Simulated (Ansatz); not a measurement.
Computed properties of HfSi2

HfSi₂:
```cif
data_HfSi2
_chemical_formula_sum 'Hf1 Si2'
_space_group_name_H-M_alt 'P 1'
_space_group_IT_number 1
_cell_length_a 5.08297
_cell_length_b 5.08297
_cell_length_c 5.08297
_cell_angle_alpha 142.418
_cell_angle_beta 142.418
_cell_angle_gamma 54.200
loop_
_space_group_symop_operation_xyz
  'x, y, z'
loop_
_atom_site_label
_atom_site_type_symbol
_atom_site_fract_x
_atom_site_fract_y
_atom_site_fract_z
_atom_site_occupancy
Hf1 Hf 0.00000 0.00000 0.00000 1
Si1 Si 0.31570 0.31570 0.00000 1
Si2 Si 0.68430 0.68430 0.00000 1
```

Space group I4/mmm (No. 139), MoSi2 or CaC2 type; conventional cell a = b = 3.275 Å, c = 9.050 Å, α = β = γ = 90.00°.

Method: PBE (plane waves, PAW; program Ansatz). Structure relaxed to zero pressure with the same functional. Other levels are named where they apply.

### Cell and energy

- Volume per atom: 16.17 Å³
- Density: 8.03 g/cm³
- Formation energy from the elements (no fitted shifts): -0.33 eV/atom

### Electronic structure

* **Electronic character**: metallic (no gap)
* **Density of states at the Fermi level**: 0.66 states/eV per atom (mean over ±0.08 eV)

### Mechanics

- Bulk modulus (Birch–Murnaghan fit) = 132 GPa
- Pressure derivative B′ = 4.1

The cell is a constructed one: a structure type filled with these elements; neither database checked (COD, Materials Project) lists it. COD files the formula under space group No. 63, so this cell is another polymorph or a model. Its standing as an ambient phase is unchecked. The PBE relaxation kept the symmetry of its start; whether a distortion lowers the energy is not shown. The run is not spin-polarised. The references are the lowest solids computed at this level, not always the standard phases. Scalar-relativistic: spin–orbit coupling is off unless named, which matters more the heavier the elements.

Potentials: the later of the program's two PAW sets.
